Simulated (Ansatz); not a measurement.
Input file for Ansatz (an electronic-structure program):

Ansatz 0.2 input:
```yaml
crystal:
  lattice:
    - [0.0, 2.5214318641, 2.5214318641]
    - [2.5214318641, 0.0, 2.5214318641]
    - [2.5214318641, 2.5214318641, 0.0]
  atoms:
    - { symbol: Ru, position: [0.0, 0.0, 0.0] }
    - { symbol: Mo, position: [0.5, 0.5, 0.5] }
kpoints:
  mp_grid: { grid: [14, 14, 14] }
hamiltonian:
  xc: pbesol
  pseudopotentials: { kind: paw }
scf:
  occupations: { method: fermi_dirac, width: 0.1 }
phonons:
  method: dfpt
  response_accuracy: low
  eigenvectors: true
  rigid_motions: translations
```

Output (shortened):

```
Pseudopotential: Ru, paw, valence charge 16
Pseudopotential: Mo, paw, valence charge 14
Functional definition: PBEsol
Crystal: 2 atoms, lattice volume = 32.061 Å³
Basis set: ecut = 420 eV, 609 PW (Γ), exchange–correlation on 48×48×48 points (8 copies of the dense FFT grid, shifted against one another)
Bands: 19, of which v1, the nominal top of the filled ones, is band 15 counted from 1 (14 counted from 0)
Symmetry: 48 space group operations
k-points: 244 of 2744 (irreducible under 8 space group operations, time reversal used)
SCF iter   1: F=—  HF=-10712.120311 eV  |F-HF|=—  |Δ(HF+E_count)|=         —  Δρ=1.23e-2  dr2=3.11e-2  ethr=1.77e-3  ⟨swp⟩=5.4  Hψ=47336  notcnv=0  defer=15
automatic band count: the SCF goes on with 23 bands, as 19 were too few: they end inside the smearing window of the response
preconditioner: auto → Kerker (q_TF=auto, 2.698 Å⁻¹)
SCF iter   2: F=—  HF=-10712.112572 eV  |F-HF|=—  |Δ(HF+E_count)|=   7.74e-3  Δρ=6.46e-3  dr2=9.18e-3  ethr=1.04e-4  ⟨swp⟩=1.2  Hψ=7680  notcnv=0  defer=19
SCF iter   3: F=—  HF=-10712.109894 eV  |F-HF|=—  |Δ(HF+E_count)|=   2.68e-3  Δρ=6.69e-4  dr2=1.26e-4  ethr=3.06e-5  ⟨swp⟩=2.2  Hψ=8187  notcnv=0  defer=19
SCF iter   4: F=—  HF=-10712.109873 eV  |F-HF|=—  |Δ(HF+E_count)|=   2.08e-5  Δρ=1.85e-4  dr2=1.06e-5  ethr=4.19e-7  ⟨swp⟩=2.2  Hψ=7358  notcnv=0  defer=19
SCF iter   5: F=—  HF=-10712.109872 eV  |F-HF|=—  |Δ(HF+E_count)|=   1.67e-6  Δρ=4.60e-5  dr2=4.41e-7  ethr=3.52e-8  ⟨swp⟩=1.0  Hψ=5512  notcnv=0  defer=19
SCF iter   6: F=—  HF=-10712.109871 eV  |F-HF|=—  |Δ(HF+E_count)|=   7.46e-7  Δρ=1.24e-5  dr2=5.69e-8  ethr=1.47e-9  ⟨swp⟩=1.4  Hψ=6544  notcnv=0  defer=19
SCF iter   7: F=—  HF=-10712.109871 eV  |F-HF|=—  |Δ(HF+E_count)|=   6.24e-9  Δρ=2.98e-6  dr2=7.29e-10  ethr=1.90e-10  ⟨swp⟩=2.3  Hψ=7692  notcnv=0  defer=19
SCF iter   8: F=—  HF=-10712.109871 eV  |F-HF|=—  |Δ(HF+E_count)|=  2.38e-10  Δρ=3.39e-7  dr2=1.97e-11  ethr=2.43e-12  ⟨swp⟩=1.8  Hψ=7429  notcnv=0  defer=19
SCF iter   9: F=-10712.109871 eV  HF=-10712.109871 eV  |F-HF|=0.00e0  |Δ(HF+E_count)|=  7.28e-12  Δρ=4.97e-8  dr2=2.86e-13  ethr=1.00e-12  ⟨swp⟩=6.5  Hψ=20223  notcnv=0
SCF 1 converged in 9 iterations: F = -10712.109871 eV  dr2 = 2.86e-13
DFPT response loops at Γ: preconditioner auto → Kerker (q_TF=auto, 2.698 Å⁻¹) (partly filled bands, converged f_vac=0.000) …
SCF converged after 9 iterations
Free energy (F): -10712.109871 eV
Harris-Foulkes:  -10712.109871 eV  (|F-HF|=0.00e0)
Internal energy: -10712.047927 eV  (E = F + TS)
E sigma→0 (E₀):  -10712.078899 eV
Entropy (-TS):   -0.061944 eV (-30.972 meV/atom)
Fermi energy:    19.944043 eV
--- Per-component energies (eV) ---
  E_band       = -181.597009
  E_kinetic    = 958.444578
  E_local      = -2387.958301  (includes V_loc(G=0)·N_el)
  E_nonlocal   = 493.401851
  E_hartree    = 795.495279
  E_xc         = -371.133724
  E_vxc        = -466.194389  (∫ρ·V_xc dr)
  E_paw        = -6544.987333  (= ΣΔE_a)
  E_vpaw       = -370.281136  (= ΣTr[D̂ρ^β])
  E_aug_tail   = -0.000153  (compensation charges beyond the density's cutoff)
  E_ewald      = -3655.772719
  E_core_change = 0.462595  (= ΣΔE_core)
  E_smearing   = -0.061944  (= −TS)
  E_closure    =  0.000000  (closes the sum)
  Σ components = -10712.109871   (vs F -10712.109871, Δ=0.00e0)
  [band-id]    e_kinetic+e_local+e_nonlocal+2·e_hartree+e_vxc+e_vpaw+e_augmentation_tail = -181.596994   (vs E_band -181.597009, Δ=1.52e-5)
--- Band table (eV; the first three rows and the last of 244) ---
  k-point 0: bands = ["-52.6545", "-41.3746", "-22.7486", "-22.7486", "-22.7486", "-15.4140", "-15.4140", "-15.4140", "12.7409", "14.7350", "14.7350", "15.2467", "15.2467", "15.2467", "22.6363", "22.6363", "22.6363", "25.0767", "25.0767", "28.0167", …
  k-point 1: bands = ["-52.6542", "-41.3748", "-22.7491", "-22.7481", "-22.7481", "-15.4228", "-15.4183", "-15.4183", "12.8656", "14.8149", "14.8149", "15.2508", "15.3238", "15.3238", "22.5104", "22.5489", "22.5489", "24.7851", "24.7851", "28.2203", …
  k-point 2: bands = ["-52.6531", "-41.3752", "-22.7505", "-22.7466", "-22.7466", "-15.4473", "-15.4302", "-15.4302", "13.2301", "15.0525", "15.0525", "15.2720", "15.5519", "15.5519", "22.1621", "22.2859", "22.2859", "24.0360", "24.0360", "28.7687", …
  k-point 243: bands = ["-52.6456", "-41.3711", "-22.8209", "-22.8089", "-22.7446", "-15.5175", "-15.4535", "-15.4465", "15.0153", "15.9451", "15.9785", "16.2211", "18.0314", "19.0595", "19.8601", "20.6550", "20.9902", "21.6095", "23.2111", "24.1205", …
--- Phonons (Γ-DFPT): 2 representative perturbations + reference, on 244 of 2744 k-points (Σ response iterations 6) ---
  ASR residual: 2.070e-3 → 0.000e0 eV/Å²; symmetrization residual: 3.117e-5 eV/Å²
  ASR residual per site (eV/Å²): 2.07e-3 1.97e-3
  Γ frequencies (cm⁻¹): 0.00 0.00 0.00 91.48 91.48 91.48
  non-analytic LO–TO correction: not included (Born effective charges unavailable; polar crystals: no LO–TO splitting at Γ)
```

Cost: roughly 60 core-seconds on shared cores.

Space group Fm-3m (rock salt). The start of the workflow was typed in or built on a structure type; neither database checked (COD, Materials Project) lists it. Whether it is the stable phase at ambient conditions was not checked. The cell was relaxed with PBEsol under the symmetry of its start. At this level the phase is mechanically unstable. The run is not spin-polarised. Its formation energy is positive at this level, so the cell may be metastable or incomplete. As this level gives no gap, phonon frequencies hold no LO–TO term and depend on the k-mesh and smearing (Fermi–Dirac, 0.1 eV here). Spin–orbit coupling is left out wherever it is not named.

Potentials: the later of the program's two PAW sets.

Ansatz is a plane-wave DFT program.
